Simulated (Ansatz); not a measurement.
# What DFT gives for Mn$_{2}$ZnAs$_{2}$

```
Mn As Zn
1.0
     4.06400    0.00000    0.00000
    -2.03200    3.51952    0.00000
     0.00000    0.00000    6.51588
Mn As Zn
2 2 1
Direct
  0.33330 0.66670 0.36944
  0.66670 0.33330 0.63056
  0.33330 0.66670 0.76793
  0.66670 0.33330 0.23207
  0.00000 0.00000 0.00000
```

Method: PBE, no spin polarisation; PAW, plane waves to 420 eV, 10×10×5 Γ-centred mesh, fermi-dirac occupations (width 0.1 eV) (Ansatz 0.2.0), atoms fixed.

Problem. Is it stable against the elements?

Solution. 0.45 eV an atom against the elements' usual phases (free molecules for gases, crystals otherwise, with no correction for O₂ or N₂), so at this geometry it isn't bound against them. Relaxing would lower it.

Problem. Where is the largest force?

Solution. The largest is on As4 (and as large on other atoms): 1.91 eV/Å, components (0.00, 0.00, 1.91). It makes 69° with the line to a nearest neighbour, Mn1 at 2.51 Å.

Problem. Is there a gap?

Solution. It is a metal, with about 9.4 states/eV a cell as the mean within 0.25 eV of the Fermi level, mostly Mn d (90 %).

Problem. Describe some of the short contacts.

Solution. Mn–As at 2.51 Å: least valence density 0.41 e/Å³ and ELF 0.42 there. As–Zn at 2.79 Å: least valence density 0.22 e/Å³ and ELF 0.27 there. Mn–Mn at 2.90 Å: least valence density 0.22 e/Å³ and ELF 0.39 there. These are pseudo-fields; inside the PAW spheres they differ from the all-electron ones.

Problem. Is the cell too large or too small?

Solution. The pressure is -14.6 GPa (compression positive), so with the atoms held at these fractions the cell would first shrink; the forces are large, so a full relaxation may end otherwise. The principal stresses -16.9, -13.5, -13.5 GPa differ, so its shape would change too.

Origin: a database entry at a rescaled volume. Caveats: no spin polarisation, so a magnetic state may lie lower; atoms or cell far from equilibrium.
